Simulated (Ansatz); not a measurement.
TiNi (P4/mmm); total moment held at 0.4 μB.

```
CELL_PARAMETERS angstrom
2.73580 0.00000 0.00000
0.00000 2.73580 0.00000
0.00000 0.00000 3.58141
ATOMIC_POSITIONS crystal
Ti 0.50000 0.50000 0.50000
Ni 0.00000 0.00000 0.00000
```

The geometry is a structure from the Materials Project, held fixed and not relaxed.

Functional, mesh and filling: LDA, 12×12×9 k mesh, Fermi–Dirac smearing of 0.08 eV. LAPW is all-electron LAPW in Ansatz 0.2.0. Site moments are integrated in spheres about the atoms. Start moments (μB): Ti1 0.2, Ni2 0.2.

Iteration by iteration:

```tsv
iteration	Harris–Foulkes energy less the last (meV)	density residual (eV)	M (μB)	∫|m| (μB)
1	-851.685	2.5e+00	0.4000	0.4000
2	-2197.377	8.5e+00	0.4000	0.4001
3	-259.740	9.5e-01	0.4000	0.4000
4	-20.469	3.0e-02	0.4000	0.4000
5	0.008	3.5e-03	0.4000	0.4000
6	-0.176	2.2e-03	0.4000	0.4000
7	-0.170	6.7e-04	0.4000	0.4001
8	-0.026	9.7e-05	0.4000	0.4001
9	-0.003	6.6e-06	0.4000	0.4000
10	-0.002	9.4e-06	0.4000	0.4000
11	0.000	7.2e-07	0.4000	0.4000
12	0.000	4.4e-08	0.4000	0.4000
13	0.000	2.2e-10	0.4000	0.4000
```

Site moments (μB): Ti1 0.24, Ni2 0.12. Cell moment 0.40 μB.

The Ansatz runs typed with the search for lower states off end where their start leads. These are results for the start and cell typed. The real compound can order otherwise, in a larger cell, or not at all, since semilocal functionals at zero temperature often overstate magnetism.
